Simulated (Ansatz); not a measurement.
**Question.** C in space group P6_3/mmc (No. 194; C on 4e, C on 4f) is relaxed with PBE in the plane-wave PAW code Ansatz. What lattice parameters of the conventional cell result?

**Answer.** a = 2.518 Å, c = 8.305 Å.

**Question.** Give the free coordinates with the occupied sites.

**Answer.** In one choice of origin and axes:

```json
[
 {"atom": "C", "site": "4e", "symmetry": "3m.", "x": "0.0000", "y": "0.0000", "z": "0.0930"},
 {"atom": "C", "site": "4f", "symmetry": "3m.", "x": "0.3333", "y": "0.6667", "z": "0.1555"}
]
```

**Question.** Is it a metal or does it have a gap at this level?

**Answer.** A gap of 4.54 eV, indirect.

The first step of the workflow began from a Materials Project structure, measured or hypothetical. Its sites differ from those of the usual phase in this space group: another stacking or structure type. The PBE relaxation kept the symmetry of its start; whether a distortion lowers the energy is not shown.

Potentials: the earlier of the program's two PAW sets.
